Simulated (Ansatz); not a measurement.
## Moving the functional in Ta3AsAu2O13

```cif
data_structure
_symmetry_space_group_name_H-M 'P-6'
_symmetry_Int_Tables_number 174
_cell_length_a 5.4520
_cell_length_b 5.4520
_cell_length_c 9.5790
_cell_angle_alpha 90.000
_cell_angle_beta 90.000
_cell_angle_gamma 120.000
_cell_volume 246.59
loop_
_atom_site_label
_atom_site_type_symbol
_atom_site_symmetry_multiplicity
_atom_site_Wyckoff_symbol
_atom_site_fract_x
_atom_site_fract_y
_atom_site_fract_z
_atom_site_occupancy
Ta1 Ta 2 g 0.00000 0.00000 0.19408 1
Ta2 Ta 1 e 0.66667 0.33333 0.00000 1
As1 As 1 b 0.00000 0.00000 0.50000 1
Au1 Au 2 h 0.33333 0.66667 0.27428 1
O1 O 1 a 0.00000 0.00000 0.00000 1
O2 O 6 l 0.23947 0.97129 0.36402 1
O3 O 6 l 0.38452 0.33425 0.85844 1
```

The cell comes from a database or a generator and needn't be the stable form of this composition.

Kept alike: task band structure; k mesh 6 × 6 × 3; occupations fermi-dirac, width 0.05 eV; no spin polarisation. Program: Ansatz, Ansatz PAW. Cutoffs run from 420 to 500 eV. The mesh is that of the run's cell of 19 atoms. No spin-orbit coupling.

| functional | pressure (GPa) |
| --- | --- |
| PBE | -0.17 |
| PBEsol | -6.24 |
| r2SCAN | -6.00 |
| revPBE | 2.71 |

Pressure is positive in compression, with a Pulay correction for the finite cutoff. For a metal such a mesh leaves the last digits unconverged. All rows use potentials made for PBE.

The pressure runs from -6.24 (PBEsol) to 2.71 GPa (revPBE). From PBE: PBEsol -6.07; r2SCAN -5.83; revPBE +2.88. A positive pressure means that the functional's own cell is larger than the one given, a negative one that it is smaller.
